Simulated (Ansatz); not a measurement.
MgTe (wurtzite)

```
CELL_PARAMETERS angstrom
      4.56033     0.00000     0.00000
     -2.28016     3.94936     0.00000
      0.00000     0.00000     7.41352
ATOMIC_POSITIONS crystal
  Mg 0.66667 0.33333 0.00097
  Mg 0.33333 0.66667 0.50097
  Te 0.66667 0.33333 0.62423
  Te 0.33333 0.66667 0.12423
```

Two coordinates are scanned: the volume, and the ratio of the stretch along z (the conventional c axis) to the stretch across it. Atoms keep their fractional coordinates.

Level of theory: PBEsol (plane waves to 420 eV, PAW, scalar-relativistic; Ansatz, a first-principles code). k mesh 8×8×5 (Γ-centred), Fermi-Dirac smearing 0.05 eV. The energy includes the smearing's −TS. As the atoms are clamped, bonds stretch with the cell, which overstates energies and stresses. MgTe was relaxed with its symmetry unable to fall. Spin-orbit coupling is left out, though Te is heavy. ΔE is measured from the relaxed starting cell.

Give the computed ΔE (eV/atom) at all points of the grid V/V₀ = 0.960, 0.973, 0.987, 1.000, 1.013, 1.027, 1.040 by (c/a)/(c/a)₀ = 0.920, 0.947, 0.973, 1.000, 1.027, 1.053, 1.080.

ΔE (eV/atom), with V/V₀ across and (c/a)/(c/a)₀ down:

```
(c/a)/(c/a)₀ \ V/V₀   0.960   0.973   0.987   1.000   1.013   1.027   1.040
-------------------  ------  ------  ------  ------  ------  ------  ------
0.920                0.0439  0.0390  0.0357  0.0339  0.0335  0.0343  0.0364
0.947                0.0221  0.0180  0.0153  0.0142  0.0144  0.0158  0.0185
0.973                0.0101  0.0064  0.0041  0.0033  0.0039  0.0057  0.0086
1.000                0.0065  0.0028  0.0007  0.0000  0.0007  0.0026  0.0056
1.027                0.0099  0.0061  0.0039  0.0031  0.0036  0.0054  0.0084
1.053                0.0193  0.0152  0.0126  0.0115  0.0118  0.0133  0.0160
1.080                0.0338  0.0292  0.0262  0.0246  0.0244  0.0255  0.0277
```

(A scan under strain: stresses follow from slopes of the energy per volume, elastic moduli from its curvatures.)
